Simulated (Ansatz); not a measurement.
CoSn (CoSn type, space group P6/mmm)

```yaml
crystal:
  lattice:
    - [5.24162, 0.00000, 0.00000]
    - [-2.62081, 4.53938, 0.00000]
    - [0.00000, 0.00000, 4.18794]
  atoms:
    - { symbol: Co, position: [0.50000, 0.00000, 0.00000] }
    - { symbol: Co, position: [0.50000, 0.50000, 0.00000] }
    - { symbol: Co, position: [0.00000, 0.50000, 0.00000] }
    - { symbol: Sn, position: [0.00000, 0.00000, 0.00000] }
    - { symbol: Sn, position: [0.33333, 0.66667, 0.50000] }
    - { symbol: Sn, position: [0.66667, 0.33333, 0.50000] }
```

The relaxed cell is deformed in two ways at once: its volume V is scaled, and at that volume it is stretched along z (the c axis of the conventional cell) so that c/a changes. Fractional atomic positions are held.

These are r2SCAN (plane waves to 500 eV, PAW, scalar-relativistic; Ansatz, an electronic-structure program) values and carry that method's errors. k mesh 10×10×11 (Γ-centred), Fermi-Dirac smearing 0.05 eV. Stress and pressure are positive under compression. With partly filled bands, the response to shear is sensitive to the k mesh, so small differences along c/a are uncertain. CoSn is run without spin polarisation. CoSn was relaxed with its symmetry unable to fall. The last digit holds for this mesh only.

Changes of σzz (GPa) from the point V/V₀ = 1.000, (c/a)/(c/a)₀ = 1.000 when one coordinate moves alone (two changes are said to add if the coupling is within 5 % of the smaller one, nearly so within 20 %):

| point | change |
|---|---|
| V/V₀ = 1.000, (c/a)/(c/a)₀ = 0.880 | 18.90 |
| V/V₀ = 1.000, (c/a)/(c/a)₀ = 0.920 | 12.53 |
| V/V₀ = 1.000, (c/a)/(c/a)₀ = 0.960 | 6.11 |
| V/V₀ = 0.920, (c/a)/(c/a)₀ = 1.000 | 14.55 |
| V/V₀ = 0.947, (c/a)/(c/a)₀ = 1.000 | 8.94 |
| V/V₀ = 0.973, (c/a)/(c/a)₀ = 1.000 | 4.13 |
| V/V₀ = 1.027, (c/a)/(c/a)₀ = 1.000 | -3.54 |
| V/V₀ = 1.053, (c/a)/(c/a)₀ = 1.000 | -6.58 |
| V/V₀ = 1.080, (c/a)/(c/a)₀ = 1.000 | -9.18 |
| V/V₀ = 1.000, (c/a)/(c/a)₀ = 1.040 | -5.35 |
| V/V₀ = 1.000, (c/a)/(c/a)₀ = 1.080 | -9.72 |
| V/V₀ = 1.000, (c/a)/(c/a)₀ = 1.120 | -13.30 |

Problem. What is the change at V/V₀ = 1.027, (c/a)/(c/a)₀ = 1.080, where both move, and how far is it from the sum?

Solution. The sum of the single changes is -3.54 + (-9.72) = -13.26; the calculation gives -12.39, so the coupling contributes 0.87 (over 20 % of the smaller single change, not additive).

Problem. Do the two effects add at V/V₀ = 1.080, (c/a)/(c/a)₀ = 1.080? Give the computed change.

Solution. The sum of the single changes is -9.18 + (-9.72) = -18.90; the calculation gives -16.50, so the coupling contributes 2.40 (over 20 % of the smaller single change, not additive).

Problem. Do the two effects add at V/V₀ = 0.920, (c/a)/(c/a)₀ = 0.960? Give the computed change.

Solution. The sum of the single changes is 14.55 + (6.11) = 20.66; the calculation gives 22.38, so the coupling contributes 1.72 (over 20 % of the smaller single change, not additive).

(A scan under strain: stresses follow from slopes of the energy per volume, elastic moduli from its curvatures.)
